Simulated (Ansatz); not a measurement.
# Frozen-phonon scan for Ge (diamond)

Relaxed Ge (diamond):

```
Ge
1.0
    0.00000     5.67439     5.67439
    2.83720     2.83720     5.67439
    2.83720     2.83720     0.00000
Ge
4
Direct
  0.00000   0.50000   0.50000
  0.50000   0.50000   0.50000
  0.00000   0.75000   0.75000
  0.50000   0.75000   0.75000
```

The atoms are displaced by Q × the pattern below (from a DFPT mode at X = (0.5, 0.5, 0.0), largest move 1; Q in Å), at fixed cell. It is one choice among 2 degenerate patterns. (q is in reciprocal vectors of the primitive cell; the cell shown is doubled to hold the pattern.)

```tsv
atom	x	y	z
Ge1	0.000	0.000	1.000
Ge2	0.000	0.000	-1.000
```

Atoms not listed stay in place.

The numbers are results of r2SCAN (plane waves to 500 eV, PAW, scalar-relativistic; Ansatz, a first-principles code), not measurements. k mesh 10×10×10 (Γ-centred), Fermi-Dirac smearing 0.05 eV. The energy includes the smearing's −TS. Compression counts positive. As the smearing reaches across the gap at some points, energies and forces of such displacements shift with the k mesh and the smearing. Ge was relaxed with its symmetry unable to fall. The zero of ΔE is the undisplaced structure.

| Q (Å) | ΔE (eV/cell) | −dE/dQ from forces (eV/Å) | P (GPa) |
|---|---|---|---|
| -0.280 | 1.139 | 7.732 | 3.1 |
| -0.233 | 0.802 | 6.665 | 2.2 |
| -0.187 | 0.519 | 5.466 | 1.4 |
| -0.140 | 0.294 | 4.161 | 0.8 |
| -0.093 | 0.131 | 2.799 | 0.4 |
| -0.047 | 0.033 | 1.407 | 0.1 |
| 0.000 | 0.000 | 0.000 | 0.0 |
| 0.047 | 0.033 | -1.407 | 0.1 |
| 0.093 | 0.131 | -2.799 | 0.4 |
| 0.140 | 0.294 | -4.161 | 0.8 |
| 0.187 | 0.519 | -5.466 | 1.4 |
| 0.233 | 0.802 | -6.665 | 2.2 |
| 0.280 | 1.139 | -7.732 | 3.1 |

Derived quantities:

- Energy at Q = 0.280 Å: 1139 meV/cell
- Space group of the distorted cell: P-4m2 (No. 115), lowered from Fd-3m
- Symmetry of the curve: even: the same for both signs
- Shape of the curve: a single well with its minimum at or next to zero displacement
- Harmonic wavenumber from the curvature (finite differences): 238 cm⁻¹

The 13 points together took around 16 core-minutes (rough).

(For displaced atoms, the force is minus the slope of the energy, and its curvature is a force constant, which sets phonon frequencies.)
